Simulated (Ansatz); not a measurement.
CuI (zinc blende)

```xyz
2
Lattice="0.0000 3.0115 3.0115 3.0115 0.0000 3.0115 3.0115 3.0115 0.0000" Properties=species:S:1:pos:R:3 pbc="T T T"
I      4.5173     4.5173     4.5173
Cu     0.0000     0.0000     0.0000
```

In this cell atom 1 (I, nearest neighbour Cu at 2.608 Å; its periodic images, 4.3 Å or more away, move with it) is moved by s along Cartesian x, unit vector (1.000, 0.000, 0.000); all other atoms and the cell stay fixed.

Method: r2SCAN (plane waves to 500 eV, PAW, scalar-relativistic; Ansatz, an electronic-structure program). k mesh 8×8×8 (Γ-centred), Fermi-Dirac smearing 0.05 eV. F∥ is the force on the atom along that direction. CuI is run without spin polarisation. CuI was relaxed with its symmetry unable to fall. Spin-orbit coupling is left out, though I is heavy. 

| s (Å) | F∥ (eV/Å) |
|---|---|
| -0.780 | 1.960 |
| -0.624 | 1.659 |
| -0.468 | 1.259 |
| -0.312 | 0.832 |
| -0.156 | 0.411 |
| 0.000 | 0.000 |
| 0.156 | -0.411 |
| 0.312 | -0.832 |
| 0.468 | -1.259 |
| 0.624 | -1.659 |
| 0.780 | -1.960 |

**Question.** What is the force constant k = d²E/ds² of this move at s = 0?

**Answer.** 2.63 eV/Å². The forces along the line at the two nearest points give (0.411 − (-0.411)) / (2·0.156) = 2.63 eV/Å²; the next pair corrects for the finite step.

**Question.** With two atoms in the cell this is the zone-centre optical mode. What wavenumber follows (transverse: no LO-TO term)?

**Answer.** 130 cm⁻¹. Reduced mass μ = 42.34 u; ν̃ = 521.5·√(k/μ) with k = 2.63 eV/Å².

(For displaced atoms, the force is minus the slope of the energy, and its curvature is a force constant, which sets phonon frequencies.)
